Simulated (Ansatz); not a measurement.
Consider the following.

GeS₂:
Space group P3₂21 (No. 154); a = 5.807 Å, b = 5.807 Å, c = 6.955 Å, α = 90.00°, β = 90.00°, γ = 120.00°

```
atom  site  symmetry       x       y       z
----  ----  --------  ------  ------  ------
Ge      3b       .2.  0.5467  0.5467  0.5000
S       6c         1  0.0362  0.6739  0.1057
```

This is the PBEsol-relaxed structure.

**Question.** All from PBEsol (plane waves, PAW; program Ansatz), unless another level is named. Estimate the electronic dielectric constant ε∞ (DFPT).

**Answer.** 6.84 (xx = yy), 8.72 (zz).

**Question.** Give the Born charges (a third of the trace).

**Answer.** Ge +3.18, S -1.59 e.

Space group P3_221. The start of the workflow was typed in or built on a structure type; neither database checked (COD, Materials Project) lists it. COD files the formula under space group No. 14, 43, 82, 122, 217. Whether it is the stable phase at ambient conditions was not checked. The PBEsol relaxation kept the symmetry of its start; whether a distortion lowers the energy is not shown. The volume moved by -23 % from the start of the relaxation. Scalar-relativistic: spin–orbit coupling is off unless named, which matters more the heavier the elements.

Potentials: the earlier of the program's two PAW sets. The files were generated under PBE; for other functionals the program regenerates the frozen cores, and for LDA and PBEsol the local potential too.
